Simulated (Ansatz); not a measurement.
ZnSe (zinc blende), relaxed with HSE06 (Ansatz, a quantum-chemistry and plane-wave program, plane waves, PAW): a = 5.7007 Å, b = 5.7007 Å, c = 5.7007 Å, α = 90.00°, β = 90.00°, γ = 90.00°.

| Item | Value |
|---|---|
| gap (eV) | 2.33 |
| B₀ by P(V) fit (GPa) | 62.2 |

Problem. The same phase is relaxed and computed with PBE in the same code. What are the cell and these values now?

Solution. a = b = c = 5.7326 Å, α = β = γ = 90.00°.

- gap (eV) = 1.15
- B₀ by P(V) fit (GPa) = 56.7

All cells were relaxed under the symmetry of their starts (and spin orders); stability against distortions was not tested throughout. Spin–orbit coupling is left out wherever it is not named.

Potentials: the earlier of the program's two PAW sets.

Ansatz is a plane-wave DFT program.
